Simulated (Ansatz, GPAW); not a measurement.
This is a calculation of Nb2Pd for GPAW 26.7.0 (ASE script). The cell comes from a database or a generator and needn't be the stable form of this composition.

File run.py:

```python
from ase import Atoms
from ase.dft.bandgap import bandgap
from ase.io import write
from ase.units import Bohr, GPa
from gpaw import GPAW, PW, setup_paths
from gpaw.elf import elf_from_dft_calculation

setup_paths.insert(0, '.')

atoms = Atoms(['Pd', 'Nb', 'Nb'],
              cell=[[0.0, 2.1453865249, 6.5379233844],
                    [1.8181406, 0.0, 6.5379233844],
                    [1.8181406, 2.1453865249, 0.0]],
              scaled_positions=[[0.0, 0.0, 0.0],
                                [0.66232658, 0.66232658, 0.33767342],
                                [0.33767342, 0.33767342, 0.66232658]],
              pbc=True)

calc = GPAW(mode=PW(600),
            xc='PBEsol',
            kpts={'size': (10, 10, 10), 'gamma': True},
            occupations={'name': 'fermi-dirac', 'width': 0.05},
            nbands=38,
            convergence={'density': 1e-05, 'energy': 1e-05},
            maxiter=150,
            txt='gpaw.txt')
atoms.calc = calc
energy = atoms.get_potential_energy()
forces = atoms.get_forces()
stress = atoms.get_stress()
calc.write('gs.gpw')
write('result.traj', atoms)
print(f'Energy: {energy:.6f} eV')
print('Forces (eV/A):')
print(forces.round(4))
print('Stress (GPa):', (stress / GPa).round(3))
print('Fermi level:', round(calc.get_fermi_level(), 4), 'eV')
print(f'Gap: {bandgap(calc)[0]:.4f} eV, direct: {bandgap(calc, direct=True)[0]:.4f} eV')

# fields on the real-space grid
write('density.cube', atoms, data=calc.get_pseudo_density() * Bohr**3)
write('potential.cube', atoms, data=calc.get_electrostatic_potential())
write('elf.cube', atoms, data=elf_from_dft_calculation(calc).data)
```

Potentials or basis: PAW data sets generated in the run's folder for this functional, pw.

Run with:

```bash
$ gpaw-setup -f PBEsol Nb Pd
$ OMP_NUM_THREADS=1 python run.py
```

**Question.** What does the same run look like in Ansatz 0.2.0? Potentials or basis there: all-electron LAPW, scalar-relativistic.

**Answer.** As run (cutoffs and basis follow the program's own potentials, and thresholds, step limits or extra output files can differ):

The input input.yaml:

```yaml
crystal:
  lattice:
    - [0.0, 2.1453865249, 6.5379233844]
    - [1.8181406, 0.0, 6.5379233844]
    - [1.8181406, 2.1453865249, 0.0]
  atoms:
    - { symbol: Pd, position: [0.0, 0.0, 0.0] }
    - { symbol: Nb, position: [0.66232658, 0.66232658, 0.33767342] }
    - { symbol: Nb, position: [0.33767342, 0.33767342, 0.66232658] }
kpoints:
  mp_grid: { grid: [10, 10, 10] }
scf:
  occupations: { method: fermi_dirac, width: 0.05 }
hamiltonian:
  xc: pbesol
  pseudopotentials: { kind: all_electron, lapw: { basis_error: 0.001 } }
output:
  forces: true
  stress: true
  eigenvalues: true
  populations: true
```

Potentials or basis: all-electron LAPW, scalar-relativistic.

The run is started by

```bash
$ ansatz run input.yaml --threads 2 --pin off --max-ram 8192MiB --backend cpu --events-out ev --progress --plain --runs-dir out
```

Both were run:

|  | GPAW | Ansatz |
| --- | --- | --- |
| Pressure | -7.3 GPa | -6.8 GPa |

Where Ansatz's input types no cutoff or centring, it takes its own default and a Γ-centred mesh.

Pressure is positive in compression.
